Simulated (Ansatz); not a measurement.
Ansatz (a quantum-chemistry and plane-wave program) input:

Ansatz 0.2 input:
```yaml
crystal:
  lattice:
    - [7.9601081812, 0.0, 0.0]
    - [-3.9800540906, 6.8936559018, 0.0]
    - [0.0, 0.0, 5.5263992682]
  atoms:
    - { symbol: Hf, position: [0.3333333333, 0.6666666667, 0.0] }
    - { symbol: Hf, position: [0.6666666667, 0.3333333333, 0.0] }
    - { symbol: Hf, position: [0.6666666667, 0.3333333333, 0.5] }
    - { symbol: Hf, position: [0.3333333333, 0.6666666667, 0.5] }
    - { symbol: Hf, position: [0.2524127254, 0.0, 0.25] }
    - { symbol: Hf, position: [0.7475872746, 0.0, 0.75] }
    - { symbol: Hf, position: [0.2524127254, 0.2524127254, 0.75] }
    - { symbol: Hf, position: [0.7475872746, 0.7475872746, 0.25] }
    - { symbol: Hf, position: [0.0, 0.2524127254, 0.25] }
    - { symbol: Hf, position: [0.0, 0.7475872746, 0.75] }
    - { symbol: Ge, position: [0.6108578852, 0.0, 0.25] }
    - { symbol: Ge, position: [0.3891421148, 0.0, 0.75] }
    - { symbol: Ge, position: [0.6108578852, 0.6108578852, 0.75] }
    - { symbol: Ge, position: [0.3891421148, 0.3891421148, 0.25] }
    - { symbol: Ge, position: [0.0, 0.6108578852, 0.25] }
    - { symbol: Ge, position: [0.0, 0.3891421148, 0.75] }
kpoints:
  mp_grid: { grid: [6, 6, 8] }
hamiltonian:
  xc: r2scan
  pseudopotentials: { kind: paw }
scf:
  occupations: { method: gaussian, width: 0.05 }
checkpoint: { read: metal.run }
output: { write_density: true, elf: true, volumetric_format: npy }
basis: { fft_grid_basis: typed }
```

Output (shortened):

```
Pseudopotentials: kind: paw
Pseudopotential: Hf, paw, valence charge 26
Pseudopotential: Ge, paw, valence charge 14
Functional definition: r2SCAN
Crystal: 16 atoms, lattice volume = 303.257 Å³
Basis set: ecut = 500 eV, 7743 PW (Γ), exchange–correlation on 240×240×180 points (64 copies of the dense FFT grid, shifted against one another)
Bands: 207, of which v1, the nominal top of the filled ones, is band 172 counted from 1 (171 counted from 0)
Symmetry: 24 space group operations
Space group: P63/mcm (ITA 193), of the structure as read, at distance tolerance 6.7e-5 Å
k-points: 35 of 288
PAW frozen core: Hf, regenerated for the run's functional
PAW frozen core: Ge, regenerated for the run's functional
Initial density: read from a saved state, or passed on in memory by an earlier SCF of this step, an earlier step, the calling program or the single point that …
Stability of the state it starts from, as read at its close in the unpolarized treatment …
Initial wavefunctions: pseudopotential atomic-orbital guess
Eigensolver: davidson
Functional: x = r2scan, c = r2scan; τ floored in thin density (d = 2e-4 eV/Å³)
iter 1 solved again at ethr=1.92e-8 eV; its pass at ethr=3.10e-3 eV (dr2=6.59e-5 eV) is discarded
SCF iter   1: F=—  HF=-183159.838784 eV  |F-HF|=—  |Δ(HF+E_count)|=         —  Δρ=1.77e-7  dr2=2.94e-10  dr2_τ=1.25e-11  ethr=1.92e-8  ⟨swp⟩=4.0  Hψ=45842  notcnv=0
all-band conjugate gradients solve this SCF's bands
preconditioner: auto → Kerker (q_TF=auto, 2.786 Å⁻¹)
SCF iter   2: F=-183159.838784 eV  HF=-183159.838784 eV  |F-HF|=2.91e-11  |Δ(HF+E_count)|=   4.23e-8  Δρ=8.69e-8  dr2=4.20e-11  dr2_τ=1.25e-11  ethr=1.00e-12  ⟨swp⟩=6.9  Hψ=30430  notcnv=0
SCF 1 converged in 2 iterations: F = -183159.838784 eV  dr2 = 4.20e-11
SCF converged after 2 iterations
Free energy (F): -183159.838784 eV
Harris-Foulkes:  -183159.838784 eV  (|F-HF|=2.91e-11)
Internal energy: -183159.832917 eV  (E = F + TS)
E sigma→0 (E₀):  -183159.835851 eV
Entropy (-TS):   -0.005866 eV (-0.367 meV/atom)
Fermi energy:    18.928278 eV
--- Per-component energies (eV) ---
  E_band       = -107.917686
  E_kinetic    = 4922.644845
  E_local      = -63131.383685  (includes V_loc(G=0)·N_el)
  E_nonlocal   = -9966.822624
  E_hartree    = 29494.075717
  E_xc         = -3257.184081
  E_vxc        = -3354.475834  (∫ρ·V_xc dr)
  E_paw        = -81723.043997  (= ΣΔE_a)
  E_vpaw       = 12265.791146  (= ΣTr[D̂ρ^β])
  E_aug_tail   = 0.000093  (compensation charges beyond the density's cutoff)
  E_vtau       = 168.177276  (kinetic-family band-sum trace: ∫τ·v_τ [+ j·A + Jᵃ·Aᵃ] dr)
  E_ewald      = -59494.819809
  E_core_change = -3.299376  (= ΣΔE_core)
  E_smearing   = -0.005866  (= −TS)
  E_closure    =  0.000000  (closes the sum)
  Σ components = -183159.838784   (vs F -183159.838784, Δ=0.00e0)
  [band-id]    e_kinetic+e_local+e_nonlocal+2·e_hartree+e_vxc+e_vpaw+e_augmentation_tail+e_vtau = -107.917350   (vs E_band -107.917686, Δ=3.36e-4)
--- Band table (eV; the first three rows and the last of 35) ---
  k-point 0: bands = ["-45.0914", "-45.0825", "-45.0825", "-45.0753", "-45.0747", "-45.0747", "-44.3648", "-44.3647", "-44.2449", "-44.2448", "-13.2551", "-13.2551", "-13.2142", "-13.2099", "-13.1809", "-13.1809", "-13.1447", "-13.1447", "-13.1180", "-13.1180", "-13.0628", "-13.0625", "-13.0559", "-13.0559", "-13.0549", "-13.0549", "-13.0411", "-13.0411", "-12.9917", "-12.9084", "-12.4893", "-12.4893", "-12.4858", "-12.4858", "-12.3238", "-12.3238", "-12.3228", "-12.3228", "-11.6726", "-11.6706", "-5.8434", "-5.8429", "-5.8393", "-5.8393", "-5.8392", "-5.8384", "-5.8384", "-5.8365", "-5.8365", "-5.8345", "-5.8176", "-5.8176", "-5.8174", "-5.8174", "-5.8113", "-5.8104", "-5.8104", "-5.8103", "-5.8097", "-5.8097", "-5.8094", "-5.8094", "-5.8055", "-5.8043", "-5.7980", "-5.7980", "-5.7971", "-5.7942", "-5.7942", "-5.7890", "6.4238", "6.4260", "6.4260", "6.4284", "6.4303", "6.4317", "6.4362", "6.4362", "6.4371", "6.4371", "6.4378", "6.4378", "6.4777", "6.4777", "6.4791", "6.4803", "6.4803", "6.4823", "6.4836", "6.4854", "6.4854", "6.4903", "6.4903", "6.4951", "6.4952", "6.4952", "6.4956", "6.4962", "6.4962", "6.4965", "6.4998", "6.4998", "6.5026", "6.5036", "6.5036", "6.5040", "6.5064", "6.5064", "6.5076", "6.5076", "6.5077", "6.5088", "7.1366", "7.1740", "7.1888", "7.2039", "7.2039", "7.2040", "7.2040", "7.2178", "7.2178", "7.2209", "7.2209", "7.2334", "7.2375", "7.2383", "7.2395", "7.2412", "7.2421", "7.2433", "7.2614", "7.2614", "7.2616", "7.2616", "7.2711", "7.3037", "7.3037", "7.3056", "7.3056", "7.3312", "7.3323", "9.1379", "9.1379", "9.9530", "9.9530", "10.3328", "12.6643", "13.7599", "14.1119", "14.1119", "14.2765", "14.7712", "14.7712", "15.2798", "15.2798", "15.7754", "15.7754", "16.7743", "16.8678", "16.8678", "16.8895", "16.8895", "17.0871", "17.0997", "17.1609", "17.3664", "17.3664", "17.4873", "17.5575", "18.1500", "18.1500", "18.1861", "19.0717", "19.4641", "19.4641", "19.5078", "19.6351", "19.6351", "20.1860", "20.1860", "20.9566", "21.8798", "21.8798", "21.9692", "21.9692", "22.5513", "22.6490", "22.6490", "22.6853", "22.7593", "22.8641", "22.8641", "22.9000", "22.9000", "23.1653", "23.2778", "23.3014", "23.3014", "23.5535", "23.8853", "23.8853", "23.9873", "23.9873", "24.0303", "24.0303", "24.1744", "24.4924"]
  k-point 1: bands = ["-45.0908", "-45.0822", "-45.0822", "-45.0759", "-45.0750", "-45.0750", "-44.3603", "-44.3602", "-44.2495", "-44.2495", "-13.2575", "-13.2174", "-13.2097", "-13.2000", "-13.2000", "-13.1710", "-13.1305", "-13.1305", "-13.1207", "-13.1207", "-13.0708", "-13.0708", "-13.0592", "-13.0533", "-13.0533", "-13.0383", "-13.0179", "-13.0179", "-13.0001", "-12.9036", "-12.4837", "-12.4837", "-12.4805", "-12.4805", "-12.3308", "-12.3308", "-12.3297", "-12.3297", "-11.7346", "-11.7331", "-5.8457", "-5.8435", "-5.8417", "-5.8417", "-5.8395", "-5.8395", "-5.8355", "-5.8337", "-5.8325", "-5.8325", "-5.8178", "-5.8178", "-5.8175", "-5.8175", "-5.8131", "-5.8119", "-5.8119", "-5.8114", "-5.8096", "-5.8096", "-5.8088", "-5.8088", "-5.8043", "-5.8036", "-5.7977", "-5.7977", "-5.7973", "-5.7940", "-5.7940", "-5.7894", "6.4242", "6.4266", "6.4266", "6.4285", "6.4302", "6.4313", "6.4362", "6.4362", "6.4369", "6.4369", "6.4376", "6.4376", "6.4776", "6.4776", "6.4797", "6.4806", "6.4806", "6.4837", "6.4840", "6.4858", "6.4858", "6.4894", "6.4894", "6.4942", "6.4942", "6.4947", "6.4947", "6.4948", "6.4957", "6.4959", "6.5019", "6.5019", "6.5027", "6.5033", "6.5036", "6.5036", "6.5065", "6.5065", "6.5076", "6.5076", "6.5078", "6.5089", "7.1780", "7.1834", "7.1927", "7.2071", "7.2071", "7.2071", "7.2071", "7.2196", "7.2196", "7.2226", "7.2226", "7.2341", "7.2368", "7.2387", "7.2396", "7.2408", "7.2418", "7.2432", "7.2595", "7.2595", "7.2599", "7.2599", "7.2995", "7.2995", "7.3014", "7.3014", "7.3105", "7.3251", "7.3280", "9.1862", "9.1862", "9.9637", "9.9637", "10.1424", "12.7894", "13.8962", "13.8962", "13.9369", "14.3778", "14.7095", "14.7095", "15.5427", "15.5427", "15.8077", "15.8077", "16.5296", "16.7440", "16.7778", "16.7778", "16.8430", "16.8430", "17.1382", "17.2642", "17.3189", "17.4027", "17.4027", "18.0749", "18.1543", "18.1543", "18.3292", "19.1116", "19.2551", "19.5018", "19.5018", "19.6378", "19.6378", "20.2890", "20.2890", "21.3140", "21.7132", "21.7132", "22.0037", "22.0037", "22.4978", "22.4978", "22.5259", "22.5390", "22.6313", "22.8734", "22.8734", "22.9976", "22.9976", "23.0857", "23.2895", "23.3814", "23.3814", "23.6287", "23.7278", "23.7278", "24.0679", "24.0679", "24.0905", "24.0905", "24.3421", "24.4155"]
  k-point 2: bands = ["-45.0891", "-45.0814", "-45.0814", "-45.0777", "-45.0759", "-45.0759", "-44.3474", "-44.3474", "-44.2627", "-44.2626", "-13.2447", "-13.2196", "-13.2196", "-13.2097", "-13.1643", "-13.1613", "-13.1613", "-13.0921", "-13.0921", "-13.0772", "-13.0772", "-13.0721", "-13.0492", "-13.0416", "-13.0416", "-13.0236", "-12.9961", "-12.9961", "-12.9326", "-12.8639", "-12.4674", "-12.4674", "-12.4650", "-12.4650", "-12.3502", "-12.3502", "-12.3490", "-12.3490", "-11.9082", "-11.9080", "-5.8483", "-5.8443", "-5.8443", "-5.8442", "-5.8403", "-5.8403", "-5.8316", "-5.8304", "-5.8280", "-5.8280", "-5.8180", "-5.8180", "-5.8177", "-5.8177", "-5.8166", "-5.8145", "-5.8145", "-5.8140", "-5.8094", "-5.8094", "-5.8085", "-5.8085", "-5.8023", "-5.8016", "-5.7977", "-5.7968", "-5.7968", "-5.7935", "-5.7935", "-5.7904", "6.4254", "6.4281", "6.4281", "6.4287", "6.4299", "6.4306", "6.4364", "6.4364", "6.4364", "6.4364", "6.4372", "6.4372", "6.4776", "6.4776", "6.4812", "6.4814", "6.4814", "6.4838", "6.4863", "6.4863", "6.4864", "6.4864", "6.4869", "6.4928", "6.4928", "6.4936", "6.4936", "6.4938", "6.4943", "6.4968", "6.5014", "6.5026", "6.5038", "6.5038", "6.5042", "6.5042", "6.5067", "6.5067", "6.5076", "6.5076", "6.5081", "6.5091", "7.1894", "7.2042", "7.2156", "7.2156", "7.2160", "7.2160", "7.2178", "7.2252", "7.2252", "7.2277", "7.2277", "7.2354", "7.2362", "7.2397", "7.2401", "7.2401", "7.2407", "7.2428", "7.2540", "7.2540", "7.2553", "7.2553", "7.2877", "7.2877", "7.2894", "7.2894", "7.3032", "7.3060", "7.5452", "9.3232", "9.3232", "9.6703", "9.9672", "9.9672", "13.1432", "13.6024", "13.6024", "14.3844", "14.4857", "14.4857", "14.6609", "15.7796", "15.8841", "15.8841", "15.9531", "15.9531", "16.6130", "16.6633", "16.6633", "16.7229", "16.7712", "16.7712", "17.3111", "17.5056", "17.5056", "17.6592", "18.1122", "18.1122", "18.6182", "18.7001", "18.7277", "19.5604", "19.5734", "19.5734", "19.6528", "19.6528", "20.5797", "20.5797", "21.5016", "21.5016", "21.8775", "21.9401", "21.9401", "22.1321", "22.3379", "22.3379", "22.4779", "22.5079", "22.6168", "22.7307", "22.7307", "23.0778", "23.0778", "23.2689", "23.2689", "23.3825", "23.3825", "23.4620", "23.6619", "24.1761", "24.1761", "24.2742", "24.2742", "24.3772", "24.5486"]
  k-point 34: bands = ["-45.0832", "-45.0832", "-45.0787", "-45.0787", "-45.0787", "-45.0787", "-44.3052", "-44.3052", "-44.3052", "-44.3052", "-13.2197", "-13.2197", "-13.1971", "-13.1971", "-13.1971", "-13.1971", "-13.1061", "-13.1061", "-13.0815", "-13.0815", "-13.0815", "-13.0815", "-13.0307", "-13.0307", "-13.0032", "-13.0032", "-13.0032", "-13.0032", "-12.4451", "-12.4451", "-12.4451", "-12.4451", "-12.4133", "-12.4133", "-12.4089", "-12.4089", "-12.4089", "-12.4089", "-12.4047", "-12.4047", "-5.8460", "-5.8460", "-5.8451", "-5.8451", "-5.8451", "-5.8451", "-5.8220", "-5.8220", "-5.8220", "-5.8220", "-5.8205", "-5.8205", "-5.8205", "-5.8205", "-5.8204", "-5.8204", "-5.8184", "-5.8184", "-5.8084", "-5.8084", "-5.8084", "-5.8084", "-5.7991", "-5.7991", "-5.7947", "-5.7947", "-5.7947", "-5.7947", "-5.7941", "-5.7941", "6.4267", "6.4267", "6.4309", "6.4309", "6.4333", "6.4333", "6.4333", "6.4333", "6.4362", "6.4362", "6.4362", "6.4362", "6.4791", "6.4791", "6.4791", "6.4791", "6.4846", "6.4846", "6.4848", "6.4848", "6.4848", "6.4848", "6.4921", "6.4921", "6.4932", "6.4932", "6.4932", "6.4932", "6.4956", "6.4956", "6.4995", "6.4995", "6.5053", "6.5053", "6.5053", "6.5053", "6.5074", "6.5074", "6.5076", "6.5076", "6.5076", "6.5076", "7.2271", "7.2271", "7.2271", "7.2271", "7.2336", "7.2336", "7.2372", "7.2372", "7.2372", "7.2372", "7.2407", "7.2407", "7.2407", "7.2407", "7.2416", "7.2416", "7.2524", "7.2524", "7.2531", "7.2531", "7.2531", "7.2531", "7.2539", "7.2539", "7.2556", "7.2556", "7.2556", "7.2556", "9.2096", "9.2096", "9.2096", "9.2096", "9.3500", "9.3500", "13.4523", "13.4523", "13.8931", "13.8931", "13.8931", "13.8931", "15.9737", "15.9737", "15.9737", "15.9737", "16.1441", "16.1441", "16.7078", "16.7078", "16.7078", "16.7078", "17.1071", "17.1071", "17.6330", "17.6330", "18.1613", "18.1613", "18.1613", "18.1613", "18.7178", "18.7178", "19.5816", "19.5816", "19.5816", "19.5816", "19.9490", "19.9490", "20.8616", "20.8616", "20.8939", "20.8939", "20.9971", "20.9971", "20.9971", "20.9971", "21.5568", "21.5568", "21.5568", "21.5568", "22.3835", "22.3835", "22.3835", "22.3835", "23.3328", "23.3328", "23.3328", "23.3328", "23.9761", "23.9761", "24.1055", "24.1055", "24.2274", "24.2274", "24.2274", "24.2274", "24.5850"]
  band table: 207 of 207 bands, residual norms ≤ 1.0e-3 eV
```

Cost: roughly 4 core-minutes on shared cores.

Space group P6_3/mcm. The workflow started from a Materials Project entry (that database holds measured and hypothetical structures alike); the Crystallography Open Database copy checked does not list it. Whether it is the stable phase at ambient conditions was not checked. The r²SCAN relaxation kept the symmetry of its start; whether a distortion lowers the energy is not shown. No spin polarisation was allowed. Spin–orbit coupling is left out wherever it is not named.

Potentials: the later of the program's two PAW sets.

Ansatz is a plane-wave DFT program.
